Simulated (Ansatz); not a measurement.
## Two states of CoHOF

```
Co O H F
1.0
     9.92626    0.00000    0.00000
     0.00000    3.02068    0.00000
     0.00000    0.00000    4.57735
Co O H F
4 4 4 4
Direct
  0.13816 0.75000 0.53130
  0.36184 0.25000 0.03130
  0.63816 0.75000 0.96870
  0.86184 0.25000 0.46870
  0.44900 0.75000 0.78700
  0.05100 0.25000 0.28700
  0.94900 0.75000 0.71300
  0.55100 0.25000 0.21300
  0.93940 0.75000 0.90290
  0.56060 0.25000 0.40290
  0.43940 0.75000 0.59710
  0.06060 0.25000 0.09710
  0.20400 0.25000 0.77400
  0.29600 0.75000 0.27400
  0.70400 0.25000 0.72600
  0.79600 0.75000 0.22600
```

Level: PBE, with U = 5.95 eV and J = 0.8 eV on Co d (atomic projectors); 420 eV; 2×6×4 (shifted by 0.5, 0.5, 0 steps) mesh; gaussian occupations (width 0.0166 eV); Ansatz 0.2.0, fixed geometry.

State A: Co1 up, Co2 up, Co3 up, Co4 down (collinear spin). State B: Co1 up, Co2 down, Co3 up, Co4 down (collinear spin).

Task: Compare the two self-consistent states.

Result: State B is lower by 1.7 meV an atom at zero smearing.

```
state  free energy (meV/atom)  largest moment in a small sphere (μB)  net moment (μB/cell)  gap on mesh (eV)  pressure (GPa)  largest force (eV/Å)
    A                     1.7                                   2.58                  6.00              3.97            30.0                  6.37
    B                     0.0                                   2.57                  0.00              4.03            29.9                  6.37
```

Origin: a known structure type with other elements, at an estimated volume, so it need not be a known compound. Caveats: an odd or shifted mesh can miss the band edges, so this level's true gap may be smaller; atoms or cell far from equilibrium; gaps of Fe, Co and Ni magnets come out low on these datasets.
